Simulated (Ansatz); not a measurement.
Relaxed-ion elastic tensor of BeS (zinc blende, space group No. 216) in GPa (Voigt order), plane-wave PAW PBE (Ansatz code); density 2.35 g/cm³, 14.49 Å³ per atom.

|  | 1 | 2 | 3 | 4 | 5 | 6 |
|---|---|---|---|---|---|---|
| 1 | 157 | 60.8 | 60.8 | 0.0 | 0.0 | 0.0 |
| 2 | 60.8 | 157 | 60.8 | 0.0 | 0.0 | 0.0 |
| 3 | 60.8 | 60.8 | 157 | 0.0 | 0.0 | 0.0 |
| 4 | 0.0 | 0.0 | 0.0 | 82.4 | 0.0 | 0.0 |
| 5 | 0.0 | 0.0 | 0.0 | 0.0 | 82.4 | 0.0 |
| 6 | 0.0 | 0.0 | 0.0 | 0.0 | 0.0 | 82.4 |

Q: Is the crystal mechanically stable?

A: Yes: the smallest eigenvalue of C is 82.4 GPa.

Q: Work out the Voigt, Reuss and Hill averages.

A: K_V = 93.0, K_R = 93.0, K_H = 93.0; G_V = 68.7, G_R = 64.2, G_H = 66.5 GPa.

Q: Give Young's modulus, Poisson's ratio, Pugh's ratio and the universal anisotropy index.

A: E = 9KG/(3K + G) = 161 GPa; ν = 0.21; K/G = 1.40 (brittle by the Pugh limit of 1.75); A_U = 5G_V/G_R + K_V/K_R − 6 = 0.35.

Q: Estimate the sound speeds and the Debye temperature.

A: v_l = √((K + 4G/3)/ρ) = 8790 m/s, v_t = √(G/ρ) = 5320 m/s, mean 5880 m/s; Θ = (h/k)(3n/4πV)^(1/3) v_m = 718 K.

Q: Give the Zener ratio and Young's modulus along [100], [110] and [111].

A: A = 2C44/(C11 − C12) = 1.70; 1/E = S11 − 2(S11 − S12 − S44/2)Γ with Γ = 0, 1/4, 1/3 gives 124, 168, 191 GPa.

Q: Solve the Christoffel equation for the three sound speeds along [100], [110], [111].

A: Eigenvalues of C_ijkl n_j n_l equal ρv² (piezoelectric stiffening left out). In km/s, slowest first: [100] 5.92, 5.92, 8.18; [110] 4.53, 5.92, 9.02; [111] 5.04, 5.04, 9.28.

Space group F-43m (zinc blende). The cell was relaxed with PBE under the symmetry of its start; phonons on a q-mesh show no instability.

Potentials: the later of the program's two PAW sets.
